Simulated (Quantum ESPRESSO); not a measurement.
Parts of the isotropic shielding in PN$_{7}$, by GIPAW with PBE in a modified build of Quantum ESPRESSO, on JTH PAW datasets, 25 Ha, k-mesh 3×3×3 shifted:

```
CELL_PARAMETERS angstrom
      5.84341     0.02370     0.02370
      0.02370     5.84341     0.02370
      0.02370     0.02370     5.84341
ATOMIC_POSITIONS crystal
  P  0.04753 0.04753 0.04753
  N  0.90083 0.90083 0.90083
  N  0.45201 0.94767 0.54603
  N  0.57086 0.06997 0.46511
  N  0.54603 0.45201 0.94767
  N  0.46511 0.57086 0.06997
  N  0.94767 0.54603 0.45201
  N  0.06997 0.46511 0.57086
```
The cell was made here from a computed Materials Project entry: one of 8 N replaced by P, cell and atoms relaxed (PBE without dispersion, pw.x of Quantum ESPRESSO, symmetry kept). The parent is N2 in Pa-3; whether this form has been observed was not checked. The swapped cell is a model, not a known phase. Stability against distortions was not tested.

The core term is that of the free atom's frozen core; the paramagnetic column sums the reconstruction terms. These are absolute shieldings with no macroscopic susceptibility term; δ = σ_ref − σ needs a reference computed alike. By our sweeps, such settings leave a few ppm in absolute σ. No d partial waves on P: the paramagnetic term there is incompletely reconstructed.

| site | core | bare (smooth current) | diamagnetic correction | paramagnetic corrections | σ_iso (ppm) |
|---|---|---|---|---|---|
| P (atom 1) | 908.8 | -23.8 | 2.4 | (withheld) | (withheld) |
| N1 (atom 2) | 235.8 | -243.9 | 10.4 | (withheld) | (withheld) |
| N2 (atoms 3, 5, 7) | 235.8 | -101.1 | 10.9 | (withheld) | (withheld) |
| N3 (atoms 4, 6, 8) | 235.8 | -100.7 | 10.9 | (withheld) | (withheld) |

Complete the blanks.


- P (atom 1), paramagnetic corrections: -946.0
- P (atom 1), σ_iso (ppm): -58.7
- N1 (atom 2), paramagnetic corrections: -409.6
- N1 (atom 2), σ_iso (ppm): -407.4
- N2 (atoms 3, 5, 7), paramagnetic corrections: -244.2
- N2 (atoms 3, 5, 7), σ_iso (ppm): -98.6
- N3 (atoms 4, 6, 8), paramagnetic corrections: -243.6
- N3 (atoms 4, 6, 8), σ_iso (ppm): -97.5
